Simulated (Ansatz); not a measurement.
AgBr (rock salt)

```
CELL_PARAMETERS angstrom
      0.00000     2.83697     2.83697
      2.83697     0.00000     2.83697
      2.83697     2.83697     0.00000
ATOMIC_POSITIONS crystal
  Br 0.00000 0.00000 0.00000
  Ag 0.50000 0.50000 0.50000
```

Equation-of-state scan: isotropic scaling of the cell above, V₀ being its volume. Symmetry pins the atoms to their sites.

Level of theory: PBEsol (plane waves to 420 eV, PAW, scalar-relativistic; Ansatz, an electronic-structure program). k mesh 10×10×10 (Γ-centred), Fermi-Dirac smearing 0.05 eV. The energy includes the smearing's −TS. Stress and pressure are positive under compression. AgBr was relaxed with its symmetry unable to fall. ΔE is measured from the relaxed starting cell.

```tsv
V (Å³/atom)	ΔE (meV/atom)
21.463	15.4
21.737	9.6
22.011	5.3
22.285	2.3
22.559	0.6
22.833	0.0
23.107	0.5
23.381	2.0
23.655	withheld
23.929	7.7
24.203	11.8
```

Fit a third-order Birch-Murnaghan form (E₀, V₀, B₀, B₀′ free) to the given rows and predict ΔE at V = 23.655.

Least squares on the 10 given rows: ΔE = E₀ + (9V₀B₀/16)·y²·[2 + (B₀′ − 4)y], y = (V₀/V)^(2/3) − 1, with V₀ = 22.839 Å³/atom, B₀ = 52.30 GPa (160.2 GPa = 1 eV/Å³; the term in eV is multiplied by 1000), B₀′ = 5.19, E₀ = 0.00 meV/atom; root-mean-square residual 0.01 meV/atom. At 23.655 the fit gives 4.4 meV/atom; the calculation gives 4.5 meV/atom, so the interpolation is off by -0.1 (-2.2 %). For the pressure the fit gives -1.68 GPa against the computed -1.68 GPa.

(A scan under strain: stresses follow from slopes of the energy per volume, elastic moduli from its curvatures.)
